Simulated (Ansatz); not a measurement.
**BiTe under strain — Bi-209 nuclear quadrupole resonance**

Cell: a structure deposited in the COD, relaxed with PBE at fixed cell and then changed (z compressed by 1 %, ions relaxed).

```xyz
2
Lattice="0.0000 3.2350 3.2027 3.2350 0.0000 3.2027 3.2350 3.2350 0.0000" Properties=species:S:1:pos:R:3 pbc="T T T"
Bi    0.0000    0.0000    0.0000
Te    3.2350    3.2350    3.2026
```

Atom numbers follow the list; atoms alike are taken as one site, whose name carries the number of the first.

Method: Kohn–Sham DFT in Ansatz, PBE, plane waves and PAW, scalar-relativistic, 420 eV cutoff, Γ-centred 13×13×13 k-points, Fermi–Dirac smearing 0.05 eV.

Bi-209: I = 9/2, Q = -516.0 mb (year-2017 value). Static lattice, zero field.

Task: Predict the zero-field Bi-209 lines of each site.

Result: For I = 9/2 and η = 0 the lines are |C_Q|/24 times 1, 2, 3 and 4; η shifts the lowest up most.

| site | atoms | V_zz (10²¹ V/m²) | C_Q (MHz) | η | line frequencies (MHz) |
| --- | --- | --- | --- | --- | --- |
| Bi | 1 | 2.80 | -34.9 | 0.00 | 1.45, 2.91, 4.36, 5.82 |

An axis of threefold or higher order runs through Bi, so V_zz lies along it and η is zero.

With no gap above 0.1 eV, as in a metal, the gradients converge slowly in k; expect changes of a tenth or more on a denser mesh. Spin–orbit coupling is left out, which shifts gradients on Bi by a few per cent in wide-gap crystals, and can shift them far more where the calculated gap is small or absent, as here. Newer work puts Q(²⁰⁹Bi) near −420 mb, which would lower these couplings by about a fifth.
